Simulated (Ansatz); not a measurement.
LaTaO4 (space group Cmc2_1)

```yaml
crystal:
  lattice:
    - [1.97044, -7.33125, 0.00000]
    - [1.97044, 7.33125, 0.00000]
    - [0.00000, 0.00000, 5.60258]
  atoms:
    - { symbol: La, position: [0.82732, 0.17268, 0.16727] }
    - { symbol: La, position: [0.17268, 0.82732, 0.66727] }
    - { symbol: Ta, position: [0.58550, 0.41450, 0.21655] }
    - { symbol: Ta, position: [0.41450, 0.58550, 0.71655] }
    - { symbol: O, position: [0.91242, 0.08758, 0.75040] }
    - { symbol: O, position: [0.08758, 0.91242, 0.25040] }
    - { symbol: O, position: [0.46896, 0.53104, 0.06011] }
    - { symbol: O, position: [0.53104, 0.46896, 0.56011] }
    - { symbol: O, position: [0.69965, 0.30035, 0.42461] }
    - { symbol: O, position: [0.30035, 0.69965, 0.92461] }
    - { symbol: O, position: [0.66466, 0.33534, 0.94766] }
    - { symbol: O, position: [0.33534, 0.66466, 0.44766] }
```

Equation-of-state scan: isotropic scaling of the cell above, V₀ being its volume. The atoms relax within the cell's symmetry.

Calculation: PBEsol (plane waves to 420 eV, PAW, scalar-relativistic; Ansatz, an electronic-structure program). k mesh 7×7×5 (Γ-centred), Fermi-Dirac smearing 0.05 eV. Energies are smeared free energies. Compression counts positive. LaTaO4 is run without spin polarisation. LaTaO4 was relaxed with its symmetry unable to fall. Spin-orbit coupling is left out, though Ta is heavy. The zero of ΔE is the relaxed starting cell.

```tsv
V (Å³/cell)	ΔE (kJ/mol of atoms)	P (GPa)
152.16	2.45	10.6
153.77	1.66	8.6
155.39	[?]	6.7
157.01	0.58	4.9
158.63	[?]	3.1
160.25	0.06	1.5
161.87	0.00	0.0
163.49	0.06	-1.4
165.10	0.23	-2.7
166.72	[?]	-4.0
168.34	0.87	-5.1
169.96	1.33	-6.1
171.58	[?]	-7.1
```

**Question.** Some entries are withheld; supply them.

**Answer.** 
- 155.39, ΔE (kJ/mol of atoms): 1.05
- 158.63, ΔE (kJ/mol of atoms): 0.25
- 166.72, ΔE (kJ/mol of atoms): 0.50
- 171.58, ΔE (kJ/mol of atoms): 1.86

(Under strain, the slope of the energy per volume gives the stress and its curvature an elastic modulus.)
